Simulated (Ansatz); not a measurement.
## SrLiH3: an elastic constant from a strain scan

Theory: DFT PBE, scalar-relativistic, plane waves, PAW (Ansatz). Settings: plane waves to 420 eV, k-mesh 6×6×6 (Γ-centred), Gaussian smearing 0.05 eV. No spin polarisation. Energies are free energies at this smearing, counted from the undisturbed cell; pressure is positive in compression.

The undisturbed cell (as given, not relaxed at this level; it stands at 0.2 GPa, and it needn't be the usual structure):

```yaml
crystal:
  lattice:
    - [4.63079, 0.00000, 0.00000]
    - [0.00000, 4.63079, 0.00000]
    - [0.00000, 0.00000, 4.63079]
  atoms:
    - { symbol: Li, position: [0.00000, 0.00000, 0.00000] }
    - { symbol: Sr, position: [0.50000, 0.50000, 0.50000] }
    - { symbol: H, position: [0.00000, 0.50000, 0.50000] }
    - { symbol: H, position: [0.50000, 0.00000, 0.50000] }
    - { symbol: H, position: [0.50000, 0.50000, 0.00000] }
```

The cell is strained by ε times the Voigt pattern (0, 0, 0, 0, 1, 0) (xx, yy, zz, yz, xz, xy; engineering shear) with fractional coordinates fixed. The cell holds 5 atoms in V0 = 99.30 Å³. The stress column is τ = (1/V0) dE/dε, got from the stress tensor σ (compression positive) at each point as −det(1 + εP) σ : P(1 + εP)⁻¹, with P the pattern as a tensor.

```
      ε  ΔE (meV/atom)  τ (GPa)
-0.0175          0.106   -0.093
-0.0150          0.077   -0.080
-0.0125          0.055   -0.067
-0.0100          0.037   -0.053
-0.0075          0.021   -0.040
-0.0050          0.011   -0.027
-0.0025          0.004   -0.013
 0.0000          0.000    0.000
 0.0025          0.004    0.013
 0.0050          0.011    0.027
 0.0075          0.021    0.040
 0.0100          0.037    0.053
 0.0125          0.055    0.067
 0.0150          0.077    0.080
 0.0175          0.106    0.093
 0.0200              ?        ?
```

Task: Which combination of elastic constants does this scan measure, and how large is it?

Result: For small ε, τ = τ0 + Kε with K = pᵀCp, which for this pattern is C44 in the cubic axes. The parabola through τ at ε = -0.0025, 0 and 0.0025 has slope K = 5.3 GPa at zero. The energies per cell, E = NΔE, of the wider pair ε = ±0.0175 give K = 2[E(ε₊)/ε₊ − E(ε₋)/ε₋]/[(ε₊ − ε₋)V0] = 5.6 GPa, in agreement. The start is under stress, which shifts K from the elastic constant by about the size of that stress.

Task: Predict the withheld row at ε = 0.0200 from the harmonic law, and compare.

Result: ΔE = V0(τ0 ε + Kε²/2)/N = 0.132 meV/atom and τ = 0.11 GPa. The calculation gives 0.138 meV/atom and 0.11 GPa, a miss of 0.01 meV/atom at most, so the harmonic law still holds here.